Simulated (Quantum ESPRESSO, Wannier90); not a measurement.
## Wannierisation of MgBr₂ (CdI2 type)

Structure: Materials Project mp-30034, symmetrised, not relaxed again. COD (Crystallography Open Database) has an entry of this formula and space group (matched by these alone). Level: PBEsol, no spin polarisation, no spin-orbit coupling; pw.x of Quantum ESPRESSO at 68 Ry with PseudoDojo potentials, 12×12×6 k-points, Wannier90. Density: 12×12×6 mesh, cold smearing 0.01 Ry. The cell is built of weakly bound layers, chains or molecules, whose nearest atoms lie 4.07 Å apart. Database cells relaxed without dispersion often hold them too far apart, which can enlarge gaps and weakens couplings between them; spacing and stacking were not compared with the measured crystal. Spin-orbit coupling, left out, would split the p-like bands by a few tenths of an eV.

```
begin unit_cell_cart
ang
    3.8574699938    0.0000000000    0.0000000000
   -1.9287349969    3.3406670090    0.0000000000
    0.0000000000    0.0000000000    6.4019200000
end unit_cell_cart
mp_grid = 12 12 6
```

Neighbour vectors b of the finite-difference formula (Å⁻¹), by shell:

```csv
shell,b_x,b_y,b_z
1,0.00000,0.15674,0.00000
1,0.13574,0.07837,0.00000
1,0.00000,-0.15674,0.00000
1,0.13574,-0.07837,0.00000
1,-0.13574,-0.07837,0.00000
1,-0.13574,0.07837,0.00000
2,0.00000,0.00000,0.16358
2,0.00000,0.00000,-0.16358
```

**Question.** Find the weights w_b from the completeness condition Σ_b w_b b_α b_β = δ_αβ.

**Answer.** Shell 1: Σ b_x² = 0.074, Σ b_y² = 0.074, Σ b_z² = 0.000 Å⁻²
Shell 2: Σ b_x² = 0.000, Σ b_y² = 0.000, Σ b_z² = 0.054 Å⁻²
Each of the three diagonal sums, weighted, has to give 1 and the off-diagonal ones 0, which holds for w_1 = 13.6 Å², w_2 = 18.7 Å². Check on xx: 13.57×0.074 + 18.69×0.000 = 1.00.

On this mesh the 8 functions of bands 5-12 (valence bands; start: SCDM (isolated), conv_tol = 1.0e-6) end with spreads 1.2933, 1.2935, 1.2933, 1.2933, 1.2933, 1.2935, 1.2531, 1.2531 Å², Ω_I = 8.6841 Å² and Ω_D = 0.0010 Å².

Ω_total is the sum of the spreads, 10.266 Å². Ω_OD = Ω_total − Ω_I − Ω_D = 1.581 Å². Only (Ω_D + Ω_OD)/Ω_total = 15.4 % depends on the gauge, and another start could lower the total by that share at most. The rms radius is √(Ω_total/8) = 1.13 Å.
